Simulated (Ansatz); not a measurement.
### Question
PtW (L1₀ or tetragonal B2, P4/mmm) is relaxed with PBEsol in the plane-wave PAW code Ansatz. What lattice parameters of the conventional cell result?

### Answer
a = 2.714 Å, c = 4.100 Å.

The start of the workflow was typed in or built on a structure type; neither database checked (COD, Materials Project) lists it. Its standing as an ambient phase is unchecked. The PBEsol relaxation kept the symmetry of its start; whether a distortion lowers the energy is not shown. No spin polarisation was allowed. Axis ratios of metals converge slowly with the k-mesh, so a and c are less sure than the volume. Spin–orbit coupling is left out wherever it is not named.

Potentials: the later of the program's two PAW sets.
